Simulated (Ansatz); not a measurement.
## ⁵³Cr nuclear quadrupole resonance in MgCr2Ag2O8

Cell: a computed structure from the Materials Project (it need not be an observed phase), taken as it stands.

```cif
data_MgCr2Ag2O8
_symmetry_space_group_name_H-M 'Amm2'
_symmetry_Int_Tables_number 38
_cell_length_a 6.5202
_cell_length_b 6.3686
_cell_length_c 9.1059
_cell_angle_alpha 90.000
_cell_angle_beta 90.000
_cell_angle_gamma 90.000
loop_
_atom_site_label
_atom_site_type_symbol
_atom_site_symmetry_multiplicity
_atom_site_Wyckoff_symbol
_atom_site_fract_x
_atom_site_fract_y
_atom_site_fract_z
Mg Mg 2 a 0.0000 0.0000 0.6584
Cr2 Cr 2 a 0.0000 0.0000 0.3602
Cr3 Cr 2 b 0.5000 0.0000 0.6417
Ag Ag 4 c 0.7382 0.0000 0.0036
O6 O 4 d 0.0000 0.7920 0.4813
O7 O 4 e 0.5000 0.7906 0.5358
O8 O 4 c 0.2780 0.0000 0.7446
O9 O 4 c 0.7969 0.0000 0.2546
```

One atom of each set is listed; the run and its k-mesh use a cell of 13 atoms with edges of 6.52, 5.56, 5.56 Å.

The numbers come from a DFT calculation in Ansatz (r2SCAN, plane waves and PAW, scalar-relativistic, 500 eV cutoff, Γ-centred 4×5×5 k-points, Fermi–Dirac smearing 0.02 eV).

⁵³Cr: I = 3/2, Q = -150.0 mb (year-2017 value). Static lattice, zero field.

Problem. Predict the zero-field ⁵³Cr lines of each site.

Solution. For I = 3/2 there is one line, ν = (|C_Q|/2)(1 + η²/3)^½.

```json
{"site": "Cr2", "atoms": "1", "V_zz (10²¹ V/m²)": "3.97", "C_Q (MHz)": "-14.4", "η": "0.23", "line frequencies (MHz)": "7.27"}
{"site": "Cr3", "atoms": "1", "V_zz (10²¹ V/m²)": "2.22", "C_Q (MHz)": "-8.04", "η": "0.09", "line frequencies (MHz)": "4.03"}
```

At this cell the r2SCAN pressure is -6 GPa, so with r2SCAN the cell would shrink if it were relaxed. The entry's cell may itself be off. The largest force is 1.1 eV/Å, so the atoms aren't at the calculated equilibrium and relaxing them would move these values.
